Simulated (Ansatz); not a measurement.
The relaxed structure here is a generated cell of Hf: the first start was made by placing the elements on the sites of a structure type, and the end was not matched to a known phase here, so it may be hypothetical. Known forms of Hf include space group No. 194.

A relaxed cell of Hf (I4/mmm (No. 139)), relaxed on a k-mesh at least as fine as the one used below. The numbers are results of PBEsol (plane waves to 420 eV, PAW, scalar-relativistic; Ansatz, a program for electronic structure), not measurements. Γ-centred k-mesh 13×13×13 on the run's cell (coarser than for final values), Fermi–Dirac smearing 0.05 eV.

```xyz
2
Lattice="-3.6934 3.6934 3.1287 0.0000 0.0000 3.1287 1.8467 1.8467 -1.5643" Properties=species:S:1:pos:R:3 pbc="T T T"
Hf     0.0000     0.0000     1.5643
Hf    -1.8467     1.8467     3.1287
```

The atoms are displaced along an unstable phonon of this cell by (Å):

| atom | ux | uy | uz |
|---|---|---|---|
| Hf1 | -0.106 | -0.106 | 0.000 |
| Hf2 | 0.106 | 0.106 | 0.000 |

**Question.** What forces (eV/Å) and pressure result?

**Answer.** 
```csv
atom,Fx,Fy,Fz
Hf1,-0.22,-0.22,0.00
Hf2,0.22,0.22,0.00
```

Pressure +0.3 GPa.

**Question.** Estimate the energy cost of the displacement in the harmonic approximation and compare with the calculation.

**Answer.** For a harmonic well ΔE = −½ Σ F·u = -0.046 eV a cell, or -23 meV/atom. The calculated energy relative to the undisplaced cell is -0.03 eV/atom, so the harmonic estimate holds well.

The undisplaced cell is probably no minimum: from this displacement the run went on to P6₃/mmc (No. 194), 0.13 eV/atom below it.

No spin polarisation in the result.
